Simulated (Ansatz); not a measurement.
Method: DFT PBE, scalar-relativistic, plane waves, PAW (Ansatz 0.2.0). All cells share a 420 eV cutoff and Γ-centred k meshes spaced at most about 0.3 Å⁻¹ (about 0.25 or finer for metals, 2π included). No spin polarisation in the final relaxations.

Temperature and zero-point effects are left out. All come from trial cells, and lower structures may exist.

Question: Which of these relaxed structures of Rb₂AlH₄ is the lowest in energy?
1.

```xyz
7
Lattice="3.0740 -8.9465 0.0000 3.0740 8.9465 0.0000 -3.0522 0.0000 3.5440" Properties=species:S:1:pos:R:3 pbc="T T T"
Rb    3.0855    2.3350    0.4634
Rb    3.0855   -2.3350    0.4634
Al    0.0030    0.0000    0.4680
H     1.3606    0.0000    1.3987
H    -0.0097    7.5420    3.1795
H     4.8464    0.0000    1.4771
H    -0.0097   -7.5420    3.1795
```

2.

```xyz
7
Lattice="-1.9394 1.9394 9.4779 1.9394 -1.9394 9.4779 1.9394 1.9394 -9.4779" Properties=species:S:1:pos:R:3 pbc="T T T"
Rb    0.0000    0.0000    6.9618
Rb    0.0000    0.0000   11.9939
Al    0.0000    0.0000    0.0000
H     1.9394    0.0000    0.0000
H     0.0000    0.0000    1.6655
H     0.0000    1.9394    0.0000
H     0.0000    0.0000   17.2902
```

Answer: 1. It has space group Cm (No. 8); the next, 2, with space group I4/mmm (No. 139), lies 33 meV/atom higher. Counting H atoms around Al and Rb (those within 1.25 times the shortest such distance or 1.15 times the sum of covalent radii, 1.27 where that leaves under three; a plus sign parts nearer from farther groups), the lowest has Rb 5, Al 4 and the next has Rb 4+4, Al 2+4.

With hydrogen, zero-point motion can shift such differences by 10 meV/atom or more. A magnetic state wasn't ruled out in cells without spin, among them Cm, I4/mmm. Cells relaxed within their symmetry can be saddle points. The Cm cell of Rb2AlH4 came from shaking the I4/mmm one. Some types were kept out of the candidates beforehand, so the set may lack a known form.
